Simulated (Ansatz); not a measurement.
Relaxed-ion elastic tensor of AlP (NiAs type, P6_3/mmc) in GPa (Voigt order), PBEsol in the plane-wave PAW code Ansatz; density 3.03 g/cm³, 15.89 Å³ per atom.

```
 182  77.4  67.9   0.0   0.0   0.0
77.4   182  67.9   0.0   0.0   0.0
67.9  67.9   203   0.0   0.0   0.0
 0.0   0.0   0.0  44.6   0.0   0.0
 0.0   0.0   0.0   0.0  44.6   0.0
 0.0   0.0   0.0   0.0   0.0  52.2
```

### Question
Is the crystal mechanically stable?

### Answer
Yes: the smallest eigenvalue of C is 44.6 GPa.

### Question
Work out the Voigt, Reuss and Hill averages.

### Answer
K_V = 110, K_R = 110, K_H = 110; G_V = 51.9, G_R = 50.8, G_H = 51.4 GPa.

### Question
Give Young's modulus, Poisson's ratio, Pugh's ratio and the universal anisotropy index.

### Answer
E = 9KG/(3K + G) = 133 GPa; ν = 0.30; K/G = 2.15 (ductile by the Pugh limit of 1.75); A_U = 5G_V/G_R + K_V/K_R − 6 = 0.10.

### Question
Estimate the sound speeds and the Debye temperature.

### Answer
v_l = √((K + 4G/3)/ρ) = 7680 m/s, v_t = √(G/ρ) = 4120 m/s, mean 4600 m/s; Θ = (h/k)(3n/4πV)^(1/3) v_m = 545 K.

### Question
How much does each axis shrink under pressure?

### Answer
Linear compressibilities β_i = Σ_j S_ij (j = 1 to 3): x 3.1, y 3.1, z 2.8 per TPa.

The start of the workflow was typed in or built on a structure type; neither database checked (COD, Materials Project) lists it. It is not the phase usual at ambient conditions (space group No. 216). Symmetry was held in the PBEsol relaxation; of distortions, only those at the zone centre were tested. As this level gives no gap, shear constants depend on the k-mesh and smearing (Fermi–Dirac, 0.1 eV here). On the denser mesh and wider smearing of the elastic run this cell carries a stress of 0.5 GPa.

Potentials: the later of the program's two PAW sets.
